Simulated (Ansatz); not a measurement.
KCl: the volume at rest

KCl in the rock-salt structure, starting from this typed cell of 32.46 Å³ an atom.

```
K Cl
1.0
     0.00000    3.19000    3.19000
     3.19000    0.00000    3.19000
     3.19000    3.19000    0.00000
K Cl
1 1
Direct
  0.00000 0.00000 0.00000
  0.50000 0.50000 0.50000
```

Settings of the Ansatz calculation: k mesh 6×6×6; fixed occupations; no spin. Cell and atoms are relaxed to zero stress with the symmetry kept and no dispersion correction.

Caveats: coarse k mesh.

Task: What volume results under PBE, and how much do the potentials matter?

Result: 
```json
{"functional": "PBE", "potentials": "all-electron PAW datasets (no frozen core)", "cutoff (eV)": "260", "volume (Å³/atom)": "32.47", "change (%)": "0.0"}
{"functional": "PBE", "potentials": "Ansatz hand-made PAW", "cutoff (eV)": "660", "volume (Å³/atom)": "32.47", "change (%)": "0.0"}
{"functional": "PBE", "potentials": "PseudoDojo norm-conserving", "cutoff (eV)": "1007", "volume (Å³/atom)": "32.46", "change (%)": "0.0"}
{"functional": "PBE", "potentials": "Ansatz norm-conserving", "cutoff (eV)": "850", "volume (Å³/atom)": "32.46", "change (%)": "0.0"}
```
